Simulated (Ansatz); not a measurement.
## Zincblende alloy of GaAs and AlAs (4 of 32 Ga sites exchanged), 64 atoms

Ansatz, PAW, plane waves. PBEsol relaxation of volume and atoms (shape held) at the single k point (¼, ¼, ¼) without its symmetry partners; single points on the relaxed atoms at the single k point (¼, ¼, ¼) without its symmetry partners, onto which points of the small cell's zone fold. Arrangement: unlike neighbours preferred. No spin–orbit coupling unless named.

Relaxed structure:

```xyz
64
Lattice="11.3216 0.0000 0.0000 0.0000 11.3216 0.0000 0.0000 0.0000 11.3216" Properties=species:S:1:pos:R:3 pbc="T T T"
Ga   11.3120    0.0016    0.0063
Ga   11.3171    0.0033    5.6645
Ga   11.3139    5.6556    0.0064
Ga   11.3128    5.6624    5.6666
Ga    5.6504   11.3181    0.0085
Ga    5.6523    0.0011    5.6640
Ga    5.6553    5.6594    0.0059
Ga    5.6571    5.6599    5.6657
Ga    2.8244    2.8249    0.0085
Ga    2.8269    2.8283    5.6634
Ga    2.8278    8.4850    0.0088
Ga    2.8284    8.4899    5.6649
Ga    8.4868    2.8285    0.0068
Ga    8.4858    2.8298    5.6666
Ga    8.4812    8.4872    0.0081
Ga    8.4880    8.4860    5.6683
Ga    2.8225   11.3188    2.8364
Ga    2.8252    5.6537    2.8346
Ga    8.4795   11.3190    2.8344
Ga    8.4812    5.6541    2.8368
Ga    8.4834    5.6555    8.4991
Ga   11.3154    2.8280    2.8384
Ga   11.3094    2.8280    8.5007
Ga   11.3121    8.4870    8.5006
Ga    5.6536    2.8267    2.8368
Ga    5.6536    2.8258    8.4995
Ga    5.6547    8.4873    2.8393
Ga    5.6536    8.4841    8.5019
As    1.4073    1.4116    1.4219
As    1.4058    1.4196    7.0809
As    1.4105    7.0698    1.4212
As    1.4084    7.0775    7.0812
As    7.0662    1.4119    1.4199
As    7.0672    1.4157    7.0797
As    7.0684    7.0706    1.4233
As    7.0702    7.0726    7.0846
As    4.2395    4.2402    1.4194
As    4.2441    4.2418    7.0795
As    4.2383    9.9028    1.4239
As    4.2444    9.9009    7.0813
As    9.8987    4.2428    1.4228
As    9.9000    4.2443    7.0822
As    9.8964    9.9071    1.4205
As    9.9042    9.9036    7.0807
As    4.2356    1.4099    4.2472
As    4.2329    1.4061    9.9082
As    4.2372    7.0696    4.2496
As    4.2346    7.0676    9.9085
As    9.8954    1.4111    4.2483
As    9.8931    1.4081    9.9073
As    9.8964    7.0703    4.2491
As    9.8962    7.0710    9.9134
As    1.4082    4.2440    4.2519
As    1.4043    4.2379    9.9155
As    1.4092    9.9048    4.2506
As    1.4047    9.8987    9.9199
As    7.0681    4.2414    4.2508
As    7.0682    4.2408    9.9134
As    7.0695    9.9035    4.2539
As    7.0644    9.9001    9.9176
Al    2.8149   11.3107    8.4918
Al    2.8177    5.6506    8.4931
Al    8.4768   11.3121    8.4929
Al   11.3136    8.4885    2.8346
```

(1) What are the mean bond lengths by pair (pairs within 1.2 times the sum of covalent radii, less contacts 15 % beyond the pair's median; cation–cation pairs of compounds aside; long ionic contacts are cut short by that bound)?

(2) What gap lies between the top filled and the lowest empty level in the single points?

## Answers

(1) Al–As 2.453 ± 0.001 Å (standard deviation, 16 bonds); As–Ga 2.451 ± 0.001 Å (standard deviation, 112 bonds).

(2) HSE06 2.27 eV (38 s on NVIDIA GB200). Away from Γ this isn't the crystal's band gap.
